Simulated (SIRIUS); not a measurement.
SIRIUS run on SiC (F-43m, 8 atoms in the cell; from Materials Project mp-8062, changed as shown): self-consistent single point.

All values come from this method and carry its errors: LDA (PW92), GBRV LDA ultrasoft pseudopotentials (plane waves; SIRIUS 7.12.0).

The change in words: lattice scaled by 1.02. Reference geometry (F-43m):
```
SiC
1.0
    4.35399     0.00000     0.00000
    0.00000     4.35399     0.00000
    0.00000     0.00000     4.35399
Si C
4 4
Direct
  0.25000   0.25000   0.75000
  0.25000   0.75000   0.25000
  0.75000   0.25000   0.25000
  0.75000   0.75000   0.75000
  0.00000   0.00000   0.00000
  0.00000   0.50000   0.50000
  0.50000   0.00000   0.50000
  0.50000   0.50000   0.00000
```

Reference input (self-consistent single point, DFT, LDA (PW92), plane waves, GBRV LDA ultrasoft pseudopotentials): parameters.ngridk = 6 6 6; parameters.xc_functionals = [XC_LDA_X, XC_LDA_C_PW]; parameters.gk_cutoff = 6.325 1/bohr; parameters.pw_cutoff = 14.143 1/bohr; parameters.smearing = fermi_dirac; parameters.smearing_width = 0.000367493 Ha; potentials = GBRV LDA ultrasoft pseudopotentials; parameters.electronic_structure_method = pseudopotential; parameters.num_bands = 20; parameters.num_mag_dims = 0; parameters.num_dft_iter = 100; parameters.energy_tol = 1e-07 Ha. This run's input differs from it in these lines:

```diff
@@ -32,5 +32,5 @@
     "lattice_vectors": [
-      [8.2278486494, 0.0, 0.0],
-      [0.0, 8.2278486494, 0.0],
-      [0.0, 0.0, 8.2278486494]
+      [8.3924060003, 0.0, 0.0],
+      [0.0, 8.3924060003, 0.0],
+      [0.0, 0.0, 8.3924060003]
     ],
@@ -44,6 +44,6 @@
       "Si": [
-        [1.0884975, 1.0884975, 3.2654925],
-        [1.0884975, 3.2654925, 1.0884975],
-        [3.2654925, 1.0884975, 1.0884975],
-        [3.2654925, 3.2654925, 3.2654925]
+        [1.1102675, 1.1102675, 3.3308025],
+        [1.1102675, 3.3308025, 1.1102675],
+        [3.3308025, 1.1102675, 1.1102675],
+        [3.3308025, 3.3308025, 3.3308025]
       ],
@@ -51,5 +51,5 @@
         [0.0, 0.0, 0.0],
-        [0.0, 2.176995, 2.176995],
-        [2.176995, 0.0, 2.176995],
-        [2.176995, 2.176995, 0.0]
+        [0.0, 2.220535, 2.220535],
+        [2.220535, 0.0, 2.220535],
+        [2.220535, 2.220535, 0.0]
       ]
```

Output, abridged:

```
[find] density tolerance         : 1e-06
[find] total energy tolerance    : 1e-07
[find] iter_solver_tol (initial) : 0.01
[find] iter_solver_tol (target)  : 1e-13
[find] num_dft_iter              : 100
Charges and magnetic moments
--------------------------------------------------------------------------------
total charge          : 32.000000
[find] | SCF iteration   0 out of 100|
[diagonalize] iterative solver tolerance (occupied, empty): 0.01 0.01
[diagonalize] average number of iterations: 2.15
[find] Charges and magnetic moments
[find] total charge          : 32.000000
[find] Energy
   [... lines left out ...]

[find] Charges and magnetic moments
[find] total charge          : 32.000000
[find] Energy
[find] smearing (-TS)                 :       0.00000000
[find] Total energy                   :     -42.38610474 (Ha),     -84.77220948 (Ry)
[find] Free energy (E-TS)             :     -42.38610474 (Ha),     -84.77220948 (Ry)
[find] band gap (eV)                  :       1.36801042
[find] Efermi                         :       0.33281970
[find] iteration : 36, RMS (target) : 4.3447e-07 (1.0000e-06) , energy difference (target) : 1.1724e-12 (1.0000e-07)
[find] bands are converged : true
[find] iterative solver converged : true
[find] converged after 37 SCF iterations!
[find] Charges and magnetic moments
[find] total charge          : 32.000000
[find] Energy
[find] smearing (-TS)                 :       0.00000000
[find] Total energy                   :     -42.38610474 (Ha),     -84.77220948 (Ry)
[find] Free energy (E-TS)             :     -42.38610474 (Ha),     -84.77220948 (Ry)
[find] band gap (eV)                  :       1.36801042
[find] Efermi                         :       0.33281970
[ground_state] === stress tensor components [kbar] ===
[ground_state] === stress_total ===
[ground_state]   155.437282    0.000000    0.000000
[ground_state]     0.000000  155.437282    0.000000
[ground_state]     0.000000    0.000000  155.437282
[ground_state] ==== total Forces in Ha/bohr =====
[ground_state] atom:    0, force:       0.0000000      0.0000000      0.0000000
   [... zero for the other atoms too ...]
```

The run converged in 37 iterations. SIRIUS prints the stress tensor with tension positive. Against the reference run the free energy goes up by 39.6 meV/atom, the pressure goes from -4.30 to -15.54 GPa and the gap on the mesh goes from 1.322 to 1.368 eV.

The structure comes from a collection of computed structures, made at another level of theory; the collection holds predicted forms beside known ones.

Cost on one core: around 30 core-seconds (rough).

The gap that the log prints is read on the run's mesh, which can miss the band edges or a crossing.
